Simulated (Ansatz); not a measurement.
La2O3:
Space group P-3m1 (No. 164); a = b = 3.9404 Å, c = 6.1875 Å, α = β = 90.00°, γ = 120.00°

```
atom  site  symmetry       x       y       z
----  ----  --------  ------  ------  ------
La      2d       3m.  0.3333  0.6667  0.2474
O       2d       3m.  0.6667  0.3333  0.3547
O       1a      -3m.  0.0000  0.0000  0.0000
```

Relaxed with PBE.

Problem. Decompose the optical modes at the zone centre into irreducible representations, and say which are infrared and Raman allowed.

Solution. Point group -3m: Γ_opt = 2A1g + 2A2u + 2Eg + 2Eu. Infrared: A2u, Eu. Raman: A1g, Eg.

Problem. Assign frequencies (DFPT, the program Ansatz at the PBE level (PAW); without the LO–TO term).

Solution. Eg 97, Eu 164, A2u 173, A1g 181, Eu 344, Eg 379, A1g 381, A2u 426 cm⁻¹.

Symmetry was held in the PBE relaxation; phonons on a q-mesh show no instability. Scalar-relativistic: spin–orbit coupling is off unless named, which matters more the heavier the elements.

Potentials: the later of the program's two PAW sets.
